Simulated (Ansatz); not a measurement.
Data:

Starting cell, TiPd (CsCl type):

```yaml
crystal:
  lattice:
    - [6.20354, 0.00000, 0.00000]
    - [0.00000, 3.10177, 0.00000]
    - [0.00000, 0.00000, 3.10177]
  atoms:
    - { symbol: Ti, position: [0.25000, 0.50000, 0.50000] }
    - { symbol: Ti, position: [0.75000, 0.50000, 0.50000] }
    - { symbol: Pd, position: [0.00000, 0.00000, 0.00000] }
    - { symbol: Pd, position: [0.50000, 0.00000, 0.00000] }
```

The atoms are displaced by Q × the pattern below (from a DFPT mode at X = (0.5, 0.0, 0.0), largest move 1; Q in Å), at fixed cell. (q is in reciprocal vectors of the primitive cell; the cell shown is doubled to hold the pattern.)

| atom | x | y | z |
|---|---|---|---|
| Ti1 | 1.000 | 0.000 | 0.000 |
| Ti2 | -1.000 | 0.000 | 0.000 |

Atoms not listed stay in place.

These are LDA (plane waves to 420 eV, PAW, scalar-relativistic; Ansatz, a program for electronic structure) values and carry that method's errors. k mesh 8×15×15 (Γ-centred), Fermi-Dirac smearing 0.05 eV. E stands for the smeared free energy. With partly filled bands, energies and forces of such displacements shift with the k mesh and the smearing. TiPd is run without spin polarisation. TiPd was relaxed with its symmetry unable to fall. ΔE is measured from the undisplaced structure.

The scan covers Q from -0.100 to 0.100 Å in 13 points.

Problem. Which space group does the distorted structure have?

Solution. P4/mmm (No. 123), lowered from Pm-3m.

Problem. Is this a single well or a double well?

Solution. A single well with its minimum at or next to zero displacement.

Problem. What is the energy change at Q = 0.100 Å?

Solution. 112 meV/cell.

Problem. What harmonic wavenumber does the curvature at Q = 0 give?

Solution. 254 cm⁻¹.

(For displaced atoms, the force is minus the slope of the energy, and its curvature is a force constant, which sets phonon frequencies.)
